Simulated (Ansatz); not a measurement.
A geometry of Be away from equilibrium: the start of the relaxation of a randomly generated symmetric cell of Be (space group No. 164). The numbers are results of r2SCAN (plane waves to 500 eV, PAW, scalar-relativistic; Ansatz, an electronic-structure program), not measurements. Γ-centred k-mesh 13×13×13 on the run's cell (coarser than for final values), Fermi–Dirac smearing 0.05 eV.

```xyz
2
Lattice="2.9586 0.0000 0.0000 -1.4793 2.5622 0.0000 0.0000 0.0000 2.4534" Properties=species:S:1:pos:R:3:forces:R:3 pbc="T T T" free_energy=-184.596 pressure_GPa=15.5
Be     1.4793     0.8541     0.3816    0.0000    0.0000    4.3489
Be     0.0000     1.7082     2.0718    0.0000    0.0000   -4.3489
```

Positions in Å, forces in eV/Å, free energy of the cell in eV (comparable only within this code, potentials and settings). Largest force: 4.35 eV/Å, on Be1, Be2 (atoms numbered as listed); the geometry lies 0.57 eV/atom above the end of its relaxation.

No spin polarisation in the result.

The run could not lose the symmetry of its start.
